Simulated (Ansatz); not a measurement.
SiGe: computed property card

SiGe:
```yaml
crystal:
  lattice:
    - [3.90074, 0.00000, 0.00000]
    - [-1.95037, 3.37814, 0.00000]
    - [0.00000, 0.00000, 6.44222]
  atoms:
    - { symbol: Si, position: [0.66667, 0.33333, 0.87456] }
    - { symbol: Si, position: [0.33333, 0.66667, 0.37456] }
    - { symbol: Ge, position: [0.66667, 0.33333, 0.50044] }
    - { symbol: Ge, position: [0.33333, 0.66667, 0.00044] }
```

Space group P6_3mc (No. 186), wurtzite; conventional cell a = b = 3.901 Å, c = 6.442 Å, α = β = 90.00°, γ = 120.00°.

Method: the program Ansatz at the PBEsol level (PAW). Structure relaxed to zero pressure with the same functional. Other levels are named where they apply.

**Cell and energy**

```
Item                                                          Result
-----------------------------------------------------  -------------
Volume per atom                                             21.22 Å³
Density                                                   3.94 g/cm³
Formation energy from the elements (no fitted shifts)  0.029 eV/atom
```

**Electronic structure**

```
Quantity                                                                           Value
------------------------------------------------  --------------------------------------
Band gap                                                              0.35 eV (indirect)
Valence-band maximum                                                                at Γ
Conduction-band minimum                                      at M (3 equivalent valleys)
Smallest direct gap on the standard path                                         0.40 eV
Electron effective mass                             0.11, 1.2, 1.2 mₑ (principal values)
Electron effective mass with spin–orbit coupling    0.11, 1.2, 1.2 mₑ (principal values)
Hole effective mass, band 1 of 2 at the edge             0.53 along x, 0.51 along z (mₑ)
Hole effective mass, band 2 of 2 at the edge            0.072 along x, 0.51 along z (mₑ)
Hole effective mass with spin–orbit coupling      0.12, 0.12, 0.51 mₑ (principal values)
HSE06 gap on the PBEsol cell                                                     0.97 eV
Gap with spin–orbit coupling                                                     0.28 eV
```

**Mechanics**

```
Quantity                                                                                        Result
--------------------------------------------  --------------------------------------------------------
Bulk modulus (Birch–Murnaghan fit)                                                            81.0 GPa
Pressure derivative B′                                                                             4.5
Elastic constants (relaxed ions, GPa)         C11 = 167, C12 = 45.3, C13 = 28.9, C33 = 191, C44 = 44.9
Mechanical stability                                            stable (all eigenvalues of C positive)
Hill bulk and shear moduli                                                           81.2 and 57.0 GPa
Young's modulus                                                                                138 GPa
Poisson's ratio                                                                                   0.22
Debye temperature from the elastic constants                                                     452 K
```

**Dielectric response**

```
Property                                                     Result
----------------------------------------  -------------------------
Electronic dielectric constant ε∞ (DFPT)  14.1 (xx = yy), 15.3 (zz)
Born charges (a third of the trace)            Si +0.15, Ge -0.15 e
```

**Phonons**

```
Quantity                                                             Value
--------------------------------------------------  ----------------------
Highest zone-centre frequency (without LO–TO term)               404 cm^-1
Zone-centre stability                               no imaginary mode at Γ
```

The workflow started from a Materials Project entry (that database holds measured and hypothetical structures alike); the Crystallography Open Database copy checked does not list it. Its standing as an ambient phase is unchecked. Symmetry was held in the PBEsol relaxation. The references are the lowest solids computed at this level, not always the standard phases. Scalar-relativistic: spin–orbit coupling is off unless named, which matters more the heavier the elements.

Potentials: the earlier of the program's two PAW sets. The files were generated under PBE; for other functionals the program regenerates the frozen cores, and for LDA and PBEsol the local potential too.
